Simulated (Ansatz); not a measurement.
Values for one crystal, relaxed and computed with DFT-r²SCAN in the program Ansatz with PAW potentials; other levels are named.

| Item | Value |
|---|---|
| Volume per atom | 16.30 Å³ |
| Electronic character | metallic (no gap) |
| Density of states at the Fermi level | 0.88 states/eV per atom (mean over ±0.08 eV) |
| Bulk modulus (Birch–Murnaghan fit) | 284 GPa |
| Pressure derivative B′ | 4.0 |
| Gap with spin–orbit coupling | none (metallic) |

Question: Pick the material that matches.
(A) Li, hcp (Mg type)
(B) W, hcp (Mg type)
(C) Ir, hcp (Mg type)
(D) Sn, hcp (Mg type)

Answer: B, W, hcp (Mg type)

Space group P6_3/mmc (hcp (Mg type)). The start of the workflow was typed in or built on a structure type; the Crystallography Open Database copy checked does not list it. It is not the phase usual at ambient conditions (space group No. 229). The r²SCAN relaxation kept the symmetry of its start; its stability against distortions is not shown here. The run is not spin-polarised. On the denser mesh and wider smearing of the elastic run this cell carries a stress of 0.4 GPa. Scalar-relativistic: spin–orbit coupling is off unless named, which matters more the heavier the elements.

Potentials: the later of the program's two PAW sets.
